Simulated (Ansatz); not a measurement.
The end point of a relaxation of HfO2. Space group P2₁/c (No. 14), AFLOW prototype A2B_mP12_14_2e_e (C43, as in ZrO2). Calculation: r2SCAN (plane waves to 500 eV, PAW, scalar-relativistic; Ansatz, a quantum-chemistry and plane-wave program).

```cif
data_Hf4O8
_chemical_formula_sum 'Hf4 O8'
_space_group_name_H-M_alt 'P 1'
_space_group_IT_number 1
_cell_length_a 5.11406
_cell_length_b 5.18157
_cell_length_c 5.29528
_cell_angle_alpha 90.000
_cell_angle_beta 99.469
_cell_angle_gamma 90.000
loop_
_space_group_symop_operation_xyz
  'x, y, z'
loop_
_atom_site_label
_atom_site_type_symbol
_atom_site_fract_x
_atom_site_fract_y
_atom_site_fract_z
_atom_site_occupancy
Hf1 Hf 0.27621 0.04185 0.20822 1
Hf2 Hf 0.72379 0.54185 0.29178 1
Hf3 Hf 0.72379 0.95815 0.79178 1
Hf4 Hf 0.27621 0.45815 0.70822 1
O1 O 0.07005 0.33377 0.34402 1
O2 O 0.92995 0.83377 0.15598 1
O3 O 0.92995 0.66623 0.65598 1
O4 O 0.07005 0.16623 0.84402 1
O5 O 0.44796 0.75767 0.47851 1
O6 O 0.55204 0.25767 0.02149 1
O7 O 0.55204 0.24233 0.52149 1
O8 O 0.44796 0.74233 0.97851 1
```

Estimate the band gap that r2SCAN returns for this input.

4.59 eV, indirect (valence top at Γ, conduction bottom at Y2) (no spin-orbit coupling).

Give the smallest direct gap at the level r2SCAN.

4.68 eV at Y2.

No spin polarisation in the result.

The run could not lose the symmetry of its start.

The first start was generated by placing the elements on the sites of a structure type. A measured structure of HfO2 has the same space group, P2₁/c (No. 14); the sites were not compared with it.
